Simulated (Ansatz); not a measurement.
The relaxed structure here is a generated cell of Ga: the first start was made by placing the elements on the sites of a structure type, and the end was not matched to a known phase here, so it may be hypothetical. Known forms of Ga include space group No. 64.

A relaxed cell of Ga (P6/mmm (No. 191)), relaxed on a k-mesh at least as fine as the one used below. These are r2SCAN (plane waves to 500 eV, PAW, scalar-relativistic; Ansatz, a first-principles code) values and carry that method's errors. Γ-centred k-mesh 5×9×12 on the run's cell (coarser than for final values), Fermi–Dirac smearing 0.05 eV.

```yaml
crystal:
  lattice:
    - [8.71866, 0.00000, 0.00000]
    - [-2.17966, 3.77529, 0.00000]
    - [0.00000, 0.00000, 2.72278]
  atoms:
    - { symbol: Ga, position: [0.16667, 0.66667, 0.00000] }
    - { symbol: Ga, position: [0.66667, 0.66667, 0.00000] }
    - { symbol: Ga, position: [0.33333, 0.33333, 0.00000] }
    - { symbol: Ga, position: [0.83333, 0.33333, 0.00000] }
```

Every atom was then displaced, and the forces became (eV/Å):

| atom | Fx | Fy | Fz |
|---|---|---|---|
| Ga1 | 0.15 | 0.21 | 0.09 |
| Ga2 | 0.22 | 0.26 | -0.03 |
| Ga3 | 0.10 | -0.07 | -0.11 |
| Ga4 | -0.47 | -0.40 | 0.05 |

Q: Which atom was moved farthest relative to the others, and in which direction?

A: Ga3, by (-0.05, 0.00, -0.15) Å (0.16 Å, mean shift removed); the next is Ga1 with 0.12 Å. Its force makes an angle of 65° with its move.

All displacements (Å):

```tsv
atom	ux	uy	uz
Ga1	-0.017	-0.050	0.128
Ga2	-0.058	-0.122	-0.020
Ga3	-0.076	-0.064	-0.135
Ga4	0.050	-0.028	0.074
```

The undisplaced cell is probably no minimum: from this displacement the run went on to Immm (No. 71), 0.13 eV/atom below it.

No spin polarisation in the result.
